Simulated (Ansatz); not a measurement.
**Data sheet: ZrO (DFT)**

ZrO:
Space group P-62m (No. 189); a = b = 5.2484 Å, c = 3.1659 Å, α = β = 90.00°, γ = 120.00°

```tsv
atom	site	symmetry	x	y	z
Zr	1a	-62m	0.0000	0.0000	0.0000
Zr	2d	-6..	0.3333	0.6667	0.5000
O	3f	m2m	0.0000	0.4067	0.0000
```

Space group P-62m (No. 189); conventional cell a = b = 5.248 Å, c = 3.166 Å, α = β = 90.00°, γ = 120.00°.

Method: DFT-PBEsol in the program Ansatz with PAW potentials. Geometry: relaxed at this level of theory. Other levels are named where they apply.

Cell and energy:

```yaml
volume_per_atom: 12.59 Å³
density: 7.07 g/cm³
Formation energy from the elements (no fitted shifts): -2.75 eV/atom
```

Electronic structure:

```yaml
electronic_character: metallic (no gap)
Density of states at the Fermi level: 0.04 states/eV per atom (mean over ±0.08 eV)
Gap with spin–orbit coupling: none (metallic)
```

Mechanics:

```yaml
Bulk modulus (Birch–Murnaghan fit): 213 GPa
Pressure derivative B′: 4.3
```

Phonons:

```yaml
highest_zone_centre_frequency: 534 cm⁻¹
zone_centre_stability: no imaginary mode at Γ
```

The start of the workflow was typed in or built on a structure type; neither database checked (COD, Materials Project) lists it. COD files the formula under space group No. 225. Whether it is the stable phase at ambient conditions was not checked. Symmetry was held in the PBEsol relaxation. The run is not spin-polarised. A small band overlap can be real or an error of a semilocal functional. As this level gives no gap, phonon frequencies hold no LO–TO term and depend on the k-mesh and smearing (Fermi–Dirac, 0.1 eV here). The references are the lowest solids computed at this level, not always the standard phases (solids in place of the gases). Scalar-relativistic: spin–orbit coupling is off unless named, which matters more the heavier the elements.

Potentials: the earlier of the program's two PAW sets. The files were generated under PBE; for other functionals the program regenerates the frozen cores, and for LDA and PBEsol the local potential too.
